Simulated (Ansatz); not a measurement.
CaH2O2:
```
CaH2O2
1.0
    3.49785     0.00000     0.00000
   -1.74893     3.02923     0.00000
    0.00000     0.00000     4.61807
Ca H O
1 2 2
Direct
  0.00000   0.00000   0.00000
  0.66667   0.33333   0.54216
  0.33333   0.66667   0.45784
  0.66667   0.33333   0.75391
  0.33333   0.66667   0.24609
```

Relaxed with LDA. Special points in fractions of this cell's reciprocal vectors: Γ (0.000, 0.000, 0.000); M (0.500, 0.000, 0.000); K (0.333, 0.333, 0.000); A (0.000, 0.000, 0.500); L (0.500, 0.000, 0.500); H (0.333, 0.333, 0.500).

Task: List the band energies nearest the valence-band maximum at these points for DFT-LDA in the program Ansatz with PAW potentials.

Result: In eV from the valence-band maximum; about four levels below and three above (degenerate sets whole), none deeper than 8.9 eV; points with the same levels are listed once.

| k | below | above |
|---|---|---|
| Γ | -1.35 -1.35 0.00 0.00 | 4.35 7.52 7.98 |
| M | -2.28 -0.92 -0.87 -0.69 | 5.64 7.42 7.90 |
| K | -1.96 -1.37 -1.37 -0.14 | 6.79 7.06 7.06 |
| A | -1.10 -1.10 -0.33 -0.33 | 6.10 7.06 7.78 7.78 |
| L | -1.35 -1.27 -1.06 -0.28 | 6.79 7.94 8.76 |
| H | -1.19 -1.19 -1.12 -1.03 | 8.00 8.00 8.46 |

Space group P-3m1. The workflow started from a Materials Project entry (that database holds measured and hypothetical structures alike); the Crystallography Open Database files this formula in space group No. 164, but the cells were not matched. Whether it is the stable phase at ambient conditions was not checked. The cell was relaxed with LDA under the symmetry of its start; its stability against distortions is not shown here. A crystal of weakly bound layers computed without a dispersion correction: the cell and the soft elastic constants depend strongly on that.

Potentials: the later of the program's two PAW sets.
